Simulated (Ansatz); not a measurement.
# Compressing Mo3Si: a fit and a missing row

Mo3Si, Pm-3n, a = 4.862 Å. The structure is a COD entry; whether it is the stable form wasn't checked. Ansatz: PBEsol, PAW, 420 eV, Γ-centred 8×8×8 mesh on 8 atoms, Gaussian smearing 0.10 eV; no spin polarisation. Symmetry fixes shape and atoms, so the cell is only scaled; pressure is positive in compression.

```
V (Å³/atom) P (GPa)
     12.639        ?
     13.070    30.83
     13.501    18.91
     13.932     8.72
     14.363     0.00
     14.794    -7.43
     15.225   -13.76
     15.799   -20.76
```

Task: Take V0 = 14.363 Å³/atom, fit the third-order Birch–Murnaghan form to the other rows, and predict the missing pressure.

Result: With the Eulerian strain f = ½[(V0/V)^(2/3) − 1] and y = P/[3f(1 + 2f)^(5/2)], the form is the line y = B0 + 1.5 B0 (B0′ − 4) f. Rows (f, y): 0.03246, 270.5; 0.02106, 270.0; 0.01026, 269.3; -0.00976, 266.6; -0.01906, 265.2; -0.03078, 263.5. Means f = 0.0006967, y = 267.52; Σ(Δf)² = 0.003005, ΣΔfΔy = 0.3442; the slope is their ratio. y = 267.4 + 114.5 f GPa, so B0 = 267.4 GPa and B0′ = 4 + 2 × (114.5)/(3 × 267.4) = 4.29. At V = 12.639, f = 0.04449, y = 272.49 and P = 45.01 GPa. The run gave 44.79 GPa, so the fit is 0.22 GPa too high, a small miss on the scale of the series.

Cost: 8 runs of about 3.6 core-minutes in all, on Intel Xeon Platinum 8259CL (Skylake/Cascade Lake) (shared hosts).